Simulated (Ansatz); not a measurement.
Here is the system:

NbC:
```cif
data_CNb
_chemical_formula_sum 'Nb1 C1'
_space_group_name_H-M_alt 'P 1'
_space_group_IT_number 1
_cell_length_a 3.13032
_cell_length_b 3.13032
_cell_length_c 3.13032
_cell_angle_alpha 60.000
_cell_angle_beta 60.000
_cell_angle_gamma 60.000
loop_
_space_group_symop_operation_xyz
  'x, y, z'
loop_
_atom_site_label
_atom_site_type_symbol
_atom_site_fract_x
_atom_site_fract_y
_atom_site_fract_z
_atom_site_occupancy
Nb1 Nb 0.00000 0.00000 0.00000 1
C1 C 0.50000 0.50000 0.50000 1
```

This is the LDA-relaxed structure.

Q: All from plane-wave PAW LDA (Ansatz code), unless another level is named. Estimate the Debye temperature from the elastic constants.

A: 787 K.

Q: Predict the highest zone-centre frequency.

A: 551 cm⁻¹.

Q: Next, the elastic constants (relaxed ions, GPa)?

A: C11 = 745, C12 = 128, C44 = 181.

Space group Fm-3m (rock salt). The cell was relaxed with LDA under the symmetry of its start; of distortions, only those at the zone centre were tested. No spin polarisation was allowed. As this level gives no gap, shear constants depend on the k-mesh and smearing (Fermi–Dirac, 0.1 eV here). As this level gives no gap, phonon frequencies hold no LO–TO term and depend on the k-mesh and smearing (Fermi–Dirac, 0.1 eV here).

Potentials: the later of the program's two PAW sets.
